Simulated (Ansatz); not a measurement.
## AlRh (Pm-3m): elasticity against pressure

```yaml
crystal:
  lattice:
    - [2.97233, 0.00000, 0.00000]
    - [0.00000, 2.97233, 0.00000]
    - [0.00000, 0.00000, 2.97233]
  atoms:
    - { symbol: Al, position: [0.00000, 0.00000, 0.00000] }
    - { symbol: Rh, position: [0.50000, 0.50000, 0.50000] }
```

This is the zero-pressure cell. At each pressure cell and atoms are relaxed in this structure, and the constants are slopes of the stress at strains of ±0.005 with relaxed ions (the coefficients that govern stability under load). Level: PBEsol, PAW on Ansatz 0.2.0's default frozen-core files (fitted under PBE), scalar-relativistic; k mesh 16×16×16, strains of ±0.005, Fermi-Dirac smearing of 0.080 eV, cutoff 420 eV. P is the pressure of the relaxed cell, less that of this one.

```
P (GPa)    V/V₀  C11 (GPa)  C12 (GPa)  C44 (GPa)
   0.00  1.0000      328.1      153.9      121.4
   1.00       ?          ?          ?          ?
   1.99  0.9908      341.5      160.6      125.4
   3.97  0.9822      354.7      167.2      129.4
   7.00  0.9697      374.5      177.2      135.3
   9.99  0.9581      393.8      187.0      140.9
  14.97  0.9403      425.3      203.0      150.0
```

Problem. Does the bulk modulus from the constants agree with the pressure-volume curve?

Solution. A third-order Birch-Murnaghan fit to the volumes shown (F against f, f = [(V₀/V)^(2/3) − 1]/2) gives B₀ = 212.0 GPa and B′ = 4.5. Its −V dP/dV stands beside (C11 + 2C12)/3:

```
P (GPa)  from P(V)  from the constants
   0.00      212.0               212.0
   1.99      220.9               220.9
   3.97      229.7               229.7
   7.00      242.9               243.0
   9.99      255.9               255.9
  14.97      277.3               277.1
```

Problem. What are the pressure derivatives at zero pressure?

Solution. Slopes at V₀ of quadratic fits in −ln(V/V₀) through the first four rows shown, divided by B₀: dC11/dP = 6.8, dC12/dP = 3.4, dC44/dP = 2.1. The mean slopes up to 4.0 GPa are 6.7, 3.4, 2.0; curvature and scatter of the constants part the two. The combination (dC11/dP + 2 dC12/dP)/3 = 4.5 stands against B′.

Problem. Fill the row at 1.00 GPa.

Solution. Cubic fits in −ln(V/V₀) through all rows shown give C11 = 334.8, C12 = 157.3, C44 = 123.4 GPa. Computed: V/V₀ = 0.9953, C11 (GPa) = 334.8, C12 (GPa) = 157.3, C44 (GPa) = 123.4.

Problem. Does a shear stiffness soften?

Solution. C44 goes from 121.4 to 150.0 GPa; (C11 − C12)/2 goes from 87.1 to 111.1 GPa. Neither ends more than 3 % under its start, and the lattice stays mechanically stable over this range.

Caveats: the structure is a database entry and needn't be the stable phase; no other phase was computed; many crystals of this kind change structure within this range, and rows or crossings beyond such a change describe a metastable lattice; frozen-core PAW files fitted under PBE, their cores solved anew for the functional of the run; responses of metals move with mesh and smearing; phonons weren't checked at these pressures.
